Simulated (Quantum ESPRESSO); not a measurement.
Different elements on one site among Mg Ta W

These are calculations, not measurements. They come from Quantum ESPRESSO 7.5, a public plane-wave density functional program. Each row is one single-point run on a made-up periodic cell of eight metal atoms, with elements, volume, strain and displacements drawn at random and not relaxed, so a cell may be unstable or far from any real phase. There is no spin polarisation or spin-orbit coupling.

Settings: PBE unless stated; PseudoDojo standard norm-conserving files; Fermi-Dirac width 0.25 eV, which means electrons at about 2900 K; cutoff 1197 eV; 5 x 5 x 5 k mesh shifted half a step off Gamma. E is the free energy of the whole cell (internal energy minus TS), so a -TS column is already part of it. Stress is positive in tension, and the pressure P is minus a third of its trace.

Checks: one run of this series was repeated at a higher cutoff and on a denser mesh, which moved values by no more than 0.003 eV, 0.02 GPa and 0.006 eV/Å, and a second program with other atomic files agreed on it to 2 % rms in force and 0.5 GPa in pressure. Known limits: heavy elements are run without spin-orbit coupling, which real alloys of them have; a spin test at this wide smearing found no moment, but such smearing suppresses magnetism that the real alloy may have.

The lattice is face-centred cubic, and the cell vectors in Å are (2.206, 4.252, 2.090); (0.005, 4.287, -4.254); (-4.290, 4.221, -0.061), a volume of 155.11 Å³. The elements on sites 1 to 8 are X Mg W Ta Mg W Ta W. The runs change X and keep the cell and the displaced positions. The column v is a rough volume for each atom of the pure element, close to PBE values, from general knowledge and not from these runs. Energies are left out, as each element's file has its own zero.

| run | X | v (Å³) | -TS (eV) | force on X (eV/Å) | rms force (eV/Å) | P (GPa) |
|---|---|---|---|---|---|---|
| 1 | Pt | 15.6 | ? | ? | ? | ? |
| 2 | Hf | 22.5 | -1.670 | 0.473 | 0.385 | -9.83 |
| 3 | Sc | 24.6 | -1.700 | 0.418 | 0.431 | -9.84 |
| 4 | Rh | 14.1 | -1.740 | 0.358 | 0.382 | -18.23 |
| 5 | Au | 18.0 | -1.530 | 0.441 | 0.440 | -15.27 |

## Worked fit

A straight line through the runs shown gives P = -30.6 + 0.872 v GPa with v in Å³, an error of 0.121 on the slope and a scatter of 0.98 GPa. At this fixed volume the pressure tends to rise with the size of X.

## Withheld run

Question: what pressure should run 1, with Pt, give?

The fit gives -17.00 ± 1.21 GPa. The calculation gave -17.75 GPa.
